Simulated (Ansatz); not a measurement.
Data sheet: Ca₂O (DFT)

Ca2O:
Space group R-3m, hexagonal axes (No. 166); a = b = 3.442 Å, c = 17.468 Å, α = β = 90.00°, γ = 120.00°

| atom | site | symmetry | x | y | z |
|---|---|---|---|---|---|
| Ca | 6c | 3m | 0.0000 | 0.0000 | 0.2568 |
| O | 3a | -3m | 0.0000 | 0.0000 | 0.0000 |
(The calculation used a cell of 3 atoms; values per cell refer to that cell.)

Space group R-3m (No. 166); conventional cell a = b = 3.4420 Å, c = 17.4684 Å, α = β = 90.00°, γ = 120.00°.

Method: LDA in the plane-wave PAW code Ansatz. Geometry: relaxed at this level of theory. Other levels are named where they apply.

**Cell and energy**

```
Item                                                           Value
-----------------------------------------------------  -------------
Volume per atom                                             19.91 Å³
Density                                                   2.67 g/cm³
Formation energy from the elements (no fitted shifts)  -1.96 eV/atom
```

**Electronic structure**

```
Item                                                                         Value
------------------------------------  --------------------------------------------
Electronic character                                             metallic (no gap)
Density of states at the Fermi level  0.73 states/eV per atom (mean over ±0.08 eV)
```

**Mechanics**

```
Quantity                               Value
----------------------------------  --------
Bulk modulus (Birch–Murnaghan fit)  55.4 GPa
Pressure derivative B′                   4.2
```

**Phonons**

```
Quantity                                        Value
-----------------------------  ----------------------
Highest zone-centre frequency                275 cm⁻¹
Zone-centre stability          no imaginary mode at Γ
```

The start of the workflow was typed in or built on a structure type; neither database checked (COD, Materials Project) lists it. Its standing as an ambient phase is unchecked. The cell was relaxed with LDA under the symmetry of its start. The volume moved by -22 % from the start of the relaxation. As this level gives no gap, phonon frequencies hold no LO–TO term and depend on the k-mesh and smearing (Fermi–Dirac, 0.1 eV here). The references are the lowest solids computed at this level, not always the standard phases (solids in place of the gases).

Potentials: the earlier of the program's two PAW sets. The files were generated under PBE; for other functionals the program regenerates the frozen cores, and for LDA and PBEsol the local potential too.
